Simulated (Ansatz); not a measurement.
Ti in space group P6/mmm (No. 191; Ti on 1a, Ti on 2d) under volume change, r²SCAN in the plane-wave PAW code Ansatz, shape and atoms relaxed at each volume.

| V (Å³/atom) | E − E(relaxed) (meV/atom) | P (GPa) |
|---|---|---|
| 15.489 | 58.4 | 13.10 |
| 15.999 | 24.8 | 8.14 |
| 16.510 | 5.9 | 3.80 |
| 17.021 | 0.0 | 0.00 |
| 17.531 | 5.4 | -3.32 |
| 18.042 | 20.7 | -6.21 |
| 18.553 | 44.6 | -8.74 |

Question: What does a third-order Birch–Murnaghan fit give for V₀, B₀ and B′?

Answer: V₀ = 17.02 Å³/atom, B₀ = 118 GPa, B′ = 3.5.

This is a known high-pressure phase of the composition, computed here at zero pressure and temperature. Symmetry was held in the r²SCAN relaxation; whether a distortion lowers the energy is not shown. No spin polarisation was allowed.

Potentials: the earlier of the program's two PAW sets. The files were generated under PBE; for other functionals the program regenerates the frozen cores, and for LDA and PBEsol the local potential too.
